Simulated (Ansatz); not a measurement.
Relaxed-ion elastic tensor of SnS$_{2}$ (CdI2 type, P-3m1) in GPa (Voigt order), plane-wave PAW PBE+D3(BJ) (Ansatz code); density 4.48 g/cm³, 22.57 Å³ per atom.

```
 126  32.7  13.4  -1.4   0.0   0.0
32.7   126  13.4   1.4   0.0   0.0
13.4  13.4  29.3   0.0   0.0   0.0
-1.4   1.4   0.0  11.0   0.0   0.0
 0.0   0.0   0.0   0.0  11.0  -1.4
 0.0   0.0   0.0   0.0  -1.4  46.6
```

**Question.** Is the crystal mechanically stable?

**Answer.** Yes: the smallest eigenvalue of C is 10.9 GPa.

**Question.** Work out the Voigt, Reuss and Hill averages.

**Answer.** K_V = 44.5, K_R = 26.2, K_H = 35.4; G_V = 28.5, G_R = 17.4, G_H = 22.9 GPa.

**Question.** Give Young's modulus, Poisson's ratio, Pugh's ratio and the universal anisotropy index.

**Answer.** E = 9KG/(3K + G) = 56.6 GPa; ν = 0.23; K/G = 1.54 (brittle by the Pugh limit of 1.75); A_U = 5G_V/G_R + K_V/K_R − 6 = 3.89.

**Question.** Estimate the sound speeds and the Debye temperature.

**Answer.** v_l = √((K + 4G/3)/ρ) = 3830 m/s, v_t = √(G/ρ) = 2260 m/s, mean 2510 m/s; Θ = (h/k)(3n/4πV)^(1/3) v_m = 264 K.

**Question.** Solve the Christoffel equation for the three sound speeds along x, y, z.

**Answer.** Eigenvalues of C_ijkl n_j n_l equal ρv². In km/s, slowest first: x 1.56, 3.23, 5.30; y 1.57, 3.22, 5.30; z 1.57, 1.57, 2.56.

**Question.** How much does each axis shrink under pressure?

**Answer.** Linear compressibilities β_i = Σ_j S_ij (j = 1 to 3): x 3.7, y 3.7, z 31 per TPa.

Symmetry was held in the PBE+D3(BJ) relaxation; of distortions, only those at the zone centre were tested. Scalar-relativistic: spin–orbit coupling is off unless named, which matters more the heavier the elements.

Potentials: the later of the program's two PAW sets.
